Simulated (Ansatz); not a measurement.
ZrSiS in space group P4/nmm (No. 129; S on 2c, Si on 2a, Zr on 2c), the program Ansatz at the PBE level (PAW), all energies at zero smearing, with the estimated change up to a 700 eV cutoff added, with one set of potentials and settings (totals compare only within such a set). Cell of 6 atoms (2 S, 2 Si, 2 Zr): -11450.807 eV.

```tsv
element	reference phase	E (eV/atom)
S	Fddd, 32 atoms in the cell	-902.0599
Si	Fd-3m, 2 atoms in the cell	-635.8096
Zr	P6_3/mmc, 2 atoms in the cell	-4183.8362
```

Formation energy per atom, worked out: (-11450.807 − 2×(-902.0599) − 2×(-635.8096) − 2×(-4183.8362))/6 = -1.233 eV/atom (-119 kJ per mol of atoms), at 0 K, without zero-point energy or fitted corrections.

The workflow started from an entry of the Crystallography Open Database (COD). Whether it is the stable phase at ambient conditions was not checked. The cell was relaxed with PBE under the symmetry of its start; its stability against distortions is not shown here. The run is not spin-polarised. The references are the lowest solids computed at this level, not always the standard phases.

Potentials: the later of the program's two PAW sets.
